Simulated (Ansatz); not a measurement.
Input:

HfCl₄:
```yaml
crystal:
  lattice:
    - [6.12464, 0.00000, 0.00000]
    - [0.00000, 7.13497, 0.00000]
    - [-1.97044, 0.00000, 5.70985]
  atoms:
    - { symbol: Hf, position: [0.50000, 0.66630, 0.75000] }
    - { symbol: Hf, position: [0.50000, 0.33370, 0.25000] }
    - { symbol: Cl, position: [0.26684, 0.38937, 0.50448] }
    - { symbol: Cl, position: [0.73316, 0.61063, 0.49552] }
    - { symbol: Cl, position: [0.73316, 0.38937, 0.99552] }
    - { symbol: Cl, position: [0.26684, 0.61063, 0.00448] }
    - { symbol: Cl, position: [0.23901, 0.12950, 0.01236] }
    - { symbol: Cl, position: [0.76099, 0.87050, 0.98764] }
    - { symbol: Cl, position: [0.76099, 0.12950, 0.48764] }
    - { symbol: Cl, position: [0.23901, 0.87050, 0.51236] }
```

This is the LDA-relaxed structure.

**Question.** All from the program Ansatz at the LDA level (PAW), unless another level is named. Give the vibrational entropy at 300 K.

**Answer.** 37.2 J/(K·mol of atoms).

**Question.** And the bulk modulus (Birch–Murnaghan fit)?

**Answer.** 14.4 GPa.

**Question.** Give the zero-point energy.

**Answer.** 32.0 meV/atom.

**Question.** And the highest zone-centre frequency (without LO–TO term)?

**Answer.** 390 cm⁻¹.

Space group P2/c. The workflow started from a Materials Project entry (that database holds measured and hypothetical structures alike); the Crystallography Open Database files this formula in space group No. 13, but the cells were not matched. Its standing as an ambient phase is unchecked. Symmetry was held in the LDA relaxation; phonons on a q-mesh show no instability. The run is not spin-polarised. A crystal of weakly bound chains computed without a dispersion correction: the cell and the soft elastic constants depend strongly on that. Spin–orbit coupling is left out wherever it is not named.

Potentials: the earlier of the program's two PAW sets.
